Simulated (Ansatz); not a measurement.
Al2Au (fluorite or antifluorite type, Fm-3m), the program Ansatz at the PBEsol level (PAW), all energies at zero smearing, with the estimated change up to a 700 eV cutoff added, with one set of potentials and settings (totals compare only within such a set). Cell of 3 atoms (2 Al, 1 Au): -14059.299 eV.

```
element             reference phase  E (eV/atom)
-------  --------------------------  -----------
Al       Fm-3m, 1 atoms in the cell    -524.5512
Au       Fm-3m, 1 atoms in the cell  -13008.8416
```

Formation energy per atom, worked out: (-14059.299 − 2×(-524.5512) − 1×(-13008.8416))/3 = -0.452 eV/atom (-44 kJ per mol of atoms), at 0 K, without zero-point energy or fitted corrections.

The cell was relaxed with PBEsol under the symmetry of its start. The references are the lowest solids computed at this level, not always the standard phases. Spin–orbit coupling is left out wherever it is not named.

Potentials: the earlier of the program's two PAW sets. The files were generated under PBE; for other functionals the program regenerates the frozen cores, and for LDA and PBEsol the local potential too.
